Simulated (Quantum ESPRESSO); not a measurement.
```
CELL_PARAMETERS angstrom
      0.00000     3.26434     3.26434
      3.26434     0.00000     3.26434
      3.26434     3.26434     0.00000
ATOMIC_POSITIONS crystal
  Na 0.00000 0.00000 0.00000
  I  0.50000 0.50000 0.50000
```

The PBEsol cell relaxed from Materials Project entry mp-23268 was given an isotropic strain of +2 % on all lattice vectors, and the atoms were relaxed again.

### Question
What does PBEsol (pw.x of Quantum ESPRESSO, ONCV potentials, scalar-relativistic) give for the electronic structure near the Fermi level?

### Answer
The PBEsol gap is direct, 3.44 eV at Γ. Spin-orbit coupling is left out, which matters for elements this heavy: edges can move by tenths of an eV.
